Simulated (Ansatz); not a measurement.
SiO₂ (rutile)

```
SiO2
1.0
    4.23588     0.00000     0.00000
    0.00000     4.23588     0.00000
    0.00000     0.00000     2.68991
Si O
2 4
Cartesian
  2.11794   2.11794   1.34495
  0.00000   0.00000   0.00000
  3.41830   3.41830   1.34495
  1.30036   2.93552   0.00000
  2.93552   1.30036   0.00000
  0.81758   0.81758   1.34495
```

The numbers are results of PBE (plane waves to 420 eV, PAW, scalar-relativistic; Ansatz, a first-principles code), not measurements. Harmonic phonons by density-functional perturbation theory on a 6×6×10 k mesh, in cm⁻¹; i marks imaginary ones, q is in fractions of the reciprocal vectors of the cell shown, and the three acoustic modes at Γ are left out. The non-analytic (LO-TO) term is not included, so polar modes at Γ have their transverse values. The program warned that its band solver left a few bands short of their tolerance. SiO2 was relaxed with its symmetry unable to fall. The PAW data are Ansatz's earlier set.

Question: Does any mode at Γ, X = (0.5, 0.0, 0.0), M = (0.5, 0.5, 0.0), Z = (0.0, 0.0, 0.5) come out imaginary?

Answer: No imaginary mode at these points (lowest 222 cm⁻¹ at Γ); other wave vectors were not tested.

Question: List the wavenumbers at Γ, X = (0.5, 0.0, 0.0), M = (0.5, 0.5, 0.0), Z = (0.0, 0.0, 0.5), with degeneracies.

Answer: 
| q | wavenumbers (cm⁻¹) |
|---|---|
| Γ | 222, 369, 426 (×2), 533 (×2), 558 (×2), 572, 629, 719, 723, 797 (×2), 905 |
| X = (0.5, 0.0, 0.0) | 260 (×2), 266 (×2), 364 (×2), 479 (×2), 553 (×2), 567 (×2), 677 (×2), 777 (×2), 951 (×2) |
| M = (0.5, 0.5, 0.0) | 232 (×2), 291 (×2), 425 (×2), 431 (×2), 513 (×2), 568 (×2), 672 (×2), 848 (×2), 870 (×2) |
| Z = (0.0, 0.0, 0.5) | 360 (×2), 385 (×2), 434 (×2), 443 (×2), 595 (×2), 621 (×2), 703 (×2), 798 (×2), 852 (×2) |
